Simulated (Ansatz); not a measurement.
The calculation used DFT PBE, scalar-relativistic, plane waves, PAW in Ansatz. Settings: cutoff 420 eV, Γ-centred meshes spaced at most about 0.3 Å⁻¹, and about 0.25 Å⁻¹ or finer for metals (2π included), Gaussian smearing. No spin polarisation in the final relaxations.

Temperature and zero-point effects are left out. All come from trial cells, and lower structures may exist.

**Question.** These unrelaxed guesses for CsPtS are each relaxed within their symmetry. Order them by the energy at which they end, lowest first.
A.

```
Cs Pt S
1.0
     4.95519    0.00000    0.00000
    -2.47759    4.29132    0.00000
     0.00000    0.00000    9.20652
Cs Pt S
2 2 2
Direct
  0.00000 0.00000 0.00000
  0.00000 0.00000 0.50000
  0.33333 0.66667 0.25000
  0.66667 0.33333 0.75000
  0.33333 0.66667 0.75000
  0.66667 0.33333 0.25000
```

B.

```
Cs Pt S
1.0
     4.65440    0.00000    0.00000
     0.00000    4.65440    0.00000
     0.00000    0.00000    5.23363
Cs Pt S
1 1 1
Direct
  0.00000 0.00000 0.00000
  0.00000 0.00000 0.50000
  0.50000 0.50000 0.50000
```

**Answer.** A (ends in P6_3/mmc, 0 meV/atom), B (ends in P4/mmm, 0.38 eV/atom).

Spin–orbit coupling, which can matter for Pt, is left out. In P4/mmm an odd number of electrons in the primitive cell allows no gap without spin; a larger cell or a magnetic state could open one. A magnetic state wasn't ruled out in cells without spin, among them P6_3/mmc. Cells relaxed within their symmetry can be saddle points. Some types were kept out of the candidates beforehand, so the set may lack a known form.
